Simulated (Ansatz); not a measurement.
MgO₂: an elastic constant from a strain scan

Theory: DFT PBEsol, scalar-relativistic, plane waves, PAW in Ansatz 0.2.0. Cutoff 420 eV, Γ-centred 12×12×12 k-points, Gaussian smearing of 0.05 eV. No spin polarisation. Energies are free energies at this smearing, counted from the undisturbed cell; pressure is positive in compression.

Reference structure (relaxed at this level; it needn't be the usual structure):

```yaml
crystal:
  lattice:
    - [1.58382, 0.91442, 3.45737]
    - [-1.58382, 0.91442, 3.45737]
    - [0.00000, -1.82884, 3.45737]
  atoms:
    - { symbol: Mg, position: [0.00000, 0.00000, 0.00000] }
    - { symbol: O, position: [0.42914, 0.42914, 0.42914] }
    - { symbol: O, position: [0.57086, 0.57086, 0.57086] }
```

The cell is strained by ε times the Voigt pattern (1, 1, 0, 0, 0, 0) (xx, yy, zz, yz, xz, xy; engineering shear) with fractional coordinates fixed. The cell holds 3 atoms in V0 = 30.04 Å³. The stress column is τ = (1/V0) dE/dε, got from the stress tensor σ (compression positive) at each point as −det(1 + εP) σ : P(1 + εP)⁻¹, with P the pattern as a tensor.

| ε | ΔE (meV/atom) | τ (GPa) |
| --- | --- | --- |
| -0.0200 | 7.961 | -13.070 |
| -0.0150 | 4.408 | -9.617 |
| -0.0100 | 1.941 | -6.282 |
| -0.0050 | 0.480 | -3.069 |
| 0.0000 | 0.000 | 0.028 |
| 0.0050 | 0.483 | 3.014 |
| 0.0100 | 1.871 | 5.896 |
| 0.0150 | 4.144 | 8.667 |
| 0.0175 | 5.611 | 10.018 |
| 0.0200 | ? | ? |

Task: Which combination of elastic constants does this scan measure, and how large is it?

Result: For small ε, τ = τ0 + Kε with K = pᵀCp, which for this pattern is C11 + C22 + 2 C12 in the Cartesian frame shown. The parabola through τ at ε = -0.0050, 0 and 0.0050 has slope K = 608 GPa at zero. The energies per cell, E = NΔE, of the same two points give K = 2[E(ε₊)/ε₊ − E(ε₋)/ε₋]/[(ε₊ − ε₋)V0] = 616 GPa, in agreement. These are clamped-ion values.

Task: Predict the withheld row at ε = 0.0200 from the harmonic law, and compare.

Result: ΔE = V0(τ0 ε + Kε²/2)/N = 7.639 meV/atom and τ = 12.19 GPa. The calculation gives 7.287 meV/atom and 11.34 GPa, a miss of 4.6 % of the harmonic energy, so the harmonic law still holds on this side, though at ε = -0.0200 the energy lies 5 % above it.

Forces appear on the atoms along this scan, and letting them relax would lower the energy and soften the response.

Cost: 10 runs of about 0.47 core-minutes in all, on Intel Xeon Platinum 8488C (Sapphire Rapids) (shared hosts).